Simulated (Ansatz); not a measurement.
Method: DFT PBE, scalar-relativistic, plane waves, PAW (Ansatz). All cells share a 420 eV cutoff and Γ-centred k meshes spaced at most about 0.3 Å⁻¹ (about 0.25 or finer for metals, 2π included). No spin polarisation in the final relaxations.

These are static total energies at zero pressure.

Two relaxed structures of WSe₃:

A. Space group P4/nmm (No. 129), tetragonal, a = 6.703 Å, c = 6.763 Å. Around W lie 1 Se at 2.26 Å and 4 Se at 2.45 Å; Se on a site of symmetry 2/m is surrounded by 2 W at 2.45 Å; Se on a site of symmetry 4mm is surrounded by 1 W at 2.26 Å.

B. Space group Pmmn (No. 59), orthorhombic, a = 3.324 Å, b = 7.857 Å, c = 7.875 Å. Around W lie 8 Se at 2.56–2.69 Å and 2 W at 3.32 Å; Se on a site of symmetry mm2 is surrounded by 2 W at 2.56 Å and 6 Se at 3.14–3.32 Å; Se on a site of symmetry m is surrounded by 3 W at 2.65–2.69 Å, 1 Se at 2.87 Å and 6 Se at 3.14–3.32 Å.

Question: Which is lower in energy, and by how much?

Answer: B is lower, by 0.39 eV/atom. A has space group P4/nmm (No. 129), 38.0 Å³/atom and no gap on its mesh; B has space group Pmmn (No. 59), 25.7 Å³/atom and no gap. Counting Se atoms around W (those within 1.25 times the shortest such distance or 1.15 times the sum of covalent radii), A has W 5 and B has W 8. Both come from invented guesses.

No dispersion correction is applied, so the spacing and binding between layers, chains or molecules are poorly described (P4/nmm, Pmmn), and this can change margins and order among such cells. These runs have no spin–orbit coupling, which can matter for W. Cells relaxed within their symmetry can be saddle points.
